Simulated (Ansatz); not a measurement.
SnTe (rock salt), relaxed with PBE (Ansatz, a program for electronic structure, plane waves, PAW): a = b = c = 6.409 Å, α = β = γ = 90.00°.

```
Property              Value
--------------------  -----
gap (eV)               0.05
B₀ by P(V) fit (GPa)   40.2
```

Question: The same phase is relaxed and computed with HSE06 in the same code. What are the cell and these values now?

Answer: a = 6.364 Å, b = 6.364 Å, c = 6.364 Å, α = 90.00°, β = 90.00°, γ = 90.00°.

- gap (eV): 0.23
- B₀ by P(V) fit (GPa): 43.4

All cells were relaxed under the symmetry of their starts (and spin orders); stability against distortions was not tested throughout. Scalar-relativistic: spin–orbit coupling is off unless named, which matters more the heavier the elements.

Potentials: the later of the program's two PAW sets.

Ansatz is a plane-wave DFT program.
